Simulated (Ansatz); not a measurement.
GeSb4Te7 in space group P-3m1 (No. 164; Pearson symbol hP12), DFT-r²SCAN+D4 in the program Ansatz with PAW potentials, all energies at zero smearing, with the estimated change up to a 700 eV cutoff added, with one set of potentials and settings (totals compare only within such a set). Cell of 12 atoms (1 Ge, 4 Sb, 7 Te): -79266.397 eV.

```json
[
 {"element": "Ge", "reference phase": "Fd-3m, 2 atoms in the cell", "E (eV/atom)": "-4303.0180"},
 {"element": "Sb", "reference phase": "R-3m, 2 atoms in the cell", "E (eV/atom)": "-6499.2917"},
 {"element": "Te", "reference phase": "P3_121, 3 atoms in the cell", "E (eV/atom)": "-6994.9777"}
]
```

Formation energy per atom, worked out: (-79266.397 − 1×(-4303.0180) − 4×(-6499.2917) − 7×(-6994.9777))/12 = -0.114 eV/atom (-11 kJ per mol of atoms), at 0 K, without zero-point energy or fitted corrections.

The workflow started from a Materials Project entry (that database holds measured and hypothetical structures alike); the Crystallography Open Database copy checked does not list it. Whether it is the stable phase at ambient conditions was not checked. The cell was relaxed with r²SCAN+D4 under the symmetry of its start; its stability against distortions is not shown here. The references are the lowest solids computed at this level, not always the standard phases. Spin–orbit coupling is left out wherever it is not named.

Potentials: the later of the program's two PAW sets.
